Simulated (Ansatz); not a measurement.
Q: Name crystals whose computed values (plane-wave PAW r²SCAN (Ansatz code)) fall in these windows: gap (eV) 1.1 to 1.4; electron conductivity mass (mₑ) 1.1 to 1.5.

A: 

| crystal | gap (eV) | electron conductivity mass (mₑ) |
|---|---|---|
| KCr3O8, C2/m (Pearson symbol mS24) | 1.20 | 1.2 |
| NaMoO2, C2/m (Na on 2d, Mo on 2a, O on 4i) | 1.16 | 1.2 |
| Cs2Ni3S4, Fmmm (Cs on 8i, Ni on 4a, Ni on 8e, S on 16m) | 1.15 | 1.2 |
Others may fit too.

Spin orders computed, not proven ground states: KCr3O8, C2/m (Pearson symbol mS24) ferromagnetic; NaMoO2, C2/m (Na on 2d, Mo on 2a, O on 4i) antiferromagnetic. Standing as an ambient phase not checked: KCr3O8, C2/m (Pearson symbol mS24); NaMoO2, C2/m (Na on 2d, Mo on 2a, O on 4i); Cs2Ni3S4, Fmmm (Cs on 8i, Ni on 4a, Ni on 8e, S on 16m). All cells were relaxed under the symmetry of their starts (and spin orders); stability against distortions was not tested throughout. Cells of antiferromagnets are given as chemical subcells. Rows with no word on spin ran without spin polarisation. No Hubbard U is applied. Scalar-relativistic: spin–orbit coupling is off unless named, which matters more the heavier the elements.

Potentials: the later of the program's two PAW sets.
